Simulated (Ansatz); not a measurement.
InP (zinc blende)

```xyz
2
Lattice="0.0000 2.9798 2.9798 2.9798 0.0000 2.9798 2.9798 2.9798 0.0000" Properties=species:S:1:pos:R:3 pbc="T T T"
P      4.4696     4.4696     4.4696
In     0.0000     0.0000     0.0000
```

The volume is varied about the relaxed value V₀ at fixed cell shape. Symmetry pins the atoms to their sites.

All values below come from PBE (plane waves to 420 eV, PAW, scalar-relativistic; Ansatz, a program for electronic structure). k mesh 10×10×10 (Γ-centred), Fermi-Dirac smearing 0.05 eV. The energy includes the smearing's −TS. Compression counts positive. InP was relaxed with its symmetry unable to fall. ΔE is measured from the relaxed starting cell.

| V (Å³/atom) | ΔE (meV/atom) |
|---|---|
| 24.870 | 19.8 |
| 25.267 | 10.8 |
| 25.664 | 4.7 |
| 26.061 | 1.1 |
| 26.457 | 0.0 |
| 26.854 | 1.1 |
| 27.251 | 4.2 |
| 27.648 | withheld |
| 28.045 | 15.8 |

Problem. Fit a third-order Birch-Murnaghan form (E₀, V₀, B₀, B₀′ free) to the given rows and predict ΔE at V = 27.648.

Solution. Least squares on the 8 given rows: ΔE = E₀ + (9V₀B₀/16)·y²·[2 + (B₀′ − 4)y], y = (V₀/V)^(2/3) − 1, with V₀ = 26.456 Å³/atom, B₀ = 59.27 GPa (160.2 GPa = 1 eV/Å³; the term in eV is multiplied by 1000), B₀′ = 4.74, E₀ = 0.01 meV/atom; root-mean-square residual 0.02 meV/atom. At 27.648 the fit gives 9.1 meV/atom; the calculation gives 9.1 meV/atom, the same to the digits shown. For the pressure the fit gives -2.35 GPa against the computed -2.35 GPa.

(Under strain, the slope of the energy per volume gives the stress and its curvature an elastic modulus.)
